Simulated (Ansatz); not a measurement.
MoPd:
```cif
data_Mo2Pd2
_chemical_formula_sum 'Mo2 Pd2'
_space_group_name_H-M_alt 'P 1'
_space_group_IT_number 1
_cell_length_a 5.47596
_cell_length_b 5.47596
_cell_length_c 4.35200
_cell_angle_alpha 90.000
_cell_angle_beta 90.000
_cell_angle_gamma 151.908
loop_
_space_group_symop_operation_xyz
  'x, y, z'
loop_
_atom_site_label
_atom_site_type_symbol
_atom_site_fract_x
_atom_site_fract_y
_atom_site_fract_z
_atom_site_occupancy
Mo1 Mo 0.67426 0.32574 0.25000 1
Pd1 Pd 0.93049 0.06951 0.25000 1
Mo2 Mo 0.32574 0.67426 0.75000 1
Pd2 Pd 0.06951 0.93049 0.75000 1
```

Relaxed with PBE.

Question: Which orbitals make up the states near the Fermi level in DFT-PBE in the program Ansatz with PAW potentials?

Answer: Within 0.5 eV of the Fermi level: Mo 4d 62 %, Pd 4d 25 %, outside the projected shells 7 %. Projections are on Löwdin-orthogonalised atomic valence shells; empty p or d shells of many metals are not among them.

Question: Tabulate the density of states.

Answer: States/eV per cell of 4 atoms, in 0.25 eV bins, energy from the Fermi level.

| E (eV) | total | Pd 4d | Mo 4d | Mo 5s |
|---|---|---|---|---|
| -7.50 | 0.00 | 0.00 | 0.00 | 0.00 |
| -7.25 | 0.06 | 0.00 | 0.00 | 0.05 |
| -7.00 | 0.16 | 0.00 | 0.00 | 0.14 |
| -6.75 | 0.24 | 0.00 | 0.00 | 0.20 |
| -6.50 | 0.31 | 0.01 | 0.01 | 0.25 |
| -6.25 | 0.39 | 0.02 | 0.01 | 0.31 |
| -6.00 | 0.51 | 0.04 | 0.03 | 0.38 |
| -5.75 | 0.63 | 0.08 | 0.06 | 0.41 |
| -5.50 | 2.98 | 1.71 | 0.57 | 0.57 |
| -5.25 | 6.80 | 4.21 | 1.61 | 0.76 |
| -5.00 | 6.76 | 4.47 | 1.57 | 0.52 |
| -4.75 | 7.93 | 5.76 | 1.57 | 0.41 |
| -4.50 | 7.57 | 5.63 | 1.42 | 0.39 |
| -4.25 | 5.74 | 4.21 | 1.22 | 0.21 |
| -4.00 | 6.85 | 4.70 | 1.71 | 0.29 |
| -3.75 | 4.68 | 3.17 | 1.18 | 0.21 |
| -3.50 | 6.56 | 4.74 | 1.46 | 0.18 |
| -3.25 | 5.18 | 3.59 | 1.29 | 0.16 |
| -3.00 | 5.19 | 3.40 | 1.52 | 0.16 |
| -2.75 | 5.65 | 3.95 | 1.43 | 0.16 |
| -2.50 | 5.57 | 4.01 | 1.37 | 0.10 |
| -2.25 | 6.38 | 3.73 | 2.19 | 0.21 |
| -2.00 | 5.25 | 2.82 | 1.98 | 0.24 |
| -1.75 | 5.31 | 2.82 | 2.09 | 0.21 |
| -1.50 | 5.88 | 2.74 | 2.68 | 0.29 |
| -1.25 | 4.75 | 1.47 | 2.81 | 0.27 |
| -1.00 | 4.54 | 1.32 | 2.79 | 0.21 |
| -0.75 | 5.28 | 1.56 | 3.23 | 0.21 |
| -0.50 | 5.02 | 1.39 | 3.11 | 0.21 |
| -0.25 | 4.05 | 1.06 | 2.50 | 0.19 |
| 0.00 | 3.33 | 0.88 | 2.00 | 0.17 |
| 0.25 | 2.42 | 0.58 | 1.52 | 0.13 |
| 0.50 | 2.55 | 0.50 | 1.74 | 0.13 |
| 0.75 | 2.55 | 0.47 | 1.81 | 0.11 |
| 1.00 | 3.10 | 0.54 | 2.28 | 0.12 |
| 1.25 | 4.00 | 0.65 | 3.07 | 0.12 |
| 1.50 | 4.81 | 0.66 | 3.82 | 0.15 |
| 1.75 | 5.46 | 0.69 | 4.39 | 0.18 |
| 2.00 | 4.62 | 0.54 | 3.69 | 0.20 |
| 2.25 | 4.98 | 0.52 | 3.81 | 0.38 |
| 2.50 | 3.09 | 0.24 | 2.19 | 0.37 |
| 2.75 | 2.37 | 0.15 | 1.58 | 0.33 |

Space group Cmcm. The start of the workflow was typed in or built on a structure type; neither database checked (COD, Materials Project) lists it. Its standing as an ambient phase is unchecked. Symmetry was held in the PBE relaxation; whether a distortion lowers the energy is not shown. The run is not spin-polarised. Scalar-relativistic: spin–orbit coupling is off unless named, which matters more the heavier the elements.

Potentials: the later of the program's two PAW sets.
